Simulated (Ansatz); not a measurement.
**Computed sliding energy surface of a bilayer: SnSe2 (CdI2 type)**

A bilayer cut from bulk SnSe₂ (CdI2 type), in the bulk's stacking and in-plane cell, with 15 Å of vacuum. The upper layer (atoms 4 to 6) slides over the lower.

```
CELL_PARAMETERS angstrom
      3.84028     0.00000     0.00000
      1.92014     3.32578     0.00000
      0.00000     0.00000    24.19269
ATOMIC_POSITIONS crystal
  Se 0.66667 0.66667 0.31048
  Sn 0.00000 0.00000 0.37639
  Se 0.33333 0.33333 0.44233
  Se 0.66667 0.66667 0.55767
  Sn 0.00000 0.00000 0.62361
  Se 0.33333 0.33333 0.68952
```

In-plane vectors a = (3.840, 0.000) Å, b = (1.920, 3.326) Å, area 12.77 Å². The shift is x·a + y·b, and the map repeats with period 1 in x and y. Atoms relax along the normal only. γ = [E(shift) − E(0)] / area.

Calculation: PBE-D3(BJ) (plane waves to 420 eV, PAW, scalar-relativistic; Ansatz, an electronic-structure program). k mesh 10×10×1 (Γ-centred), Fermi-Dirac smearing 0.05 eV. Energies are extrapolated to zero smearing. Forces were relaxed to 0.02 eV/Å only, which leaves the soft interlayer gap uncertain by some hundredths of an Å. SnSe2 was relaxed with its symmetry unable to fall. The zero of γ is zero shift.

γ (mJ/m²), with x across and y down:

| y \ x | 0.000 | 0.167 | 0.333 | 0.500 | 0.667 | 0.833 |
|---|---|---|---|---|---|---|
| 0.000 | 0 | 44 | 96 | 114 | 96 | 44 |
| 0.167 | 44 | 56 | 71 | 71 | 56 | 44 |
| 0.333 | 96 | 71 | 54 | 71 | 96 | 106 |
| 0.500 | 114 | 71 | 71 | 114 | 137 | 137 |
| 0.667 | 96 | 56 | 96 | 137 | 149 | 137 |
| 0.833 | 44 | 44 | 106 | 137 | 137 | 106 |

gap between the layers (Å), with x across and y down:

```
y \ x  0.000  0.167  0.333  0.500  0.667  0.833
-----  -----  -----  -----  -----  -----  -----
0.000   2.79   3.02   3.31   3.42   3.31   3.02
0.167   3.02   3.05   3.17   3.17   3.05   3.02
0.333   3.31   3.17   3.05   3.17   3.31   3.38
0.500   3.42   3.17   3.17   3.42   3.61   3.61
0.667   3.31   3.05   3.31   3.61   3.69   3.61
0.833   3.02   3.02   3.38   3.61   3.61   3.38
```

Read from the data:

The highest γ on the easiest grid path from zero shift to a (an upper estimate of the barrier on so coarse a grid) is 71 mJ/m². Local minima besides zero shift: (x, y) = (2/6, 2/6) at 54 mJ/m². Stacking at the highest point: Se above Se, Se above Sn, Sn above Se. Lowest place on the grid: x = 0.000, y = 0.000 (0 mJ/m²). Highest place on the grid: x = 0.667, y = 0.667 (149 mJ/m²).

(The slope of γ gives the shear force per area between the displaced halves; near zero shift its curvature is an elastic stiffness.)
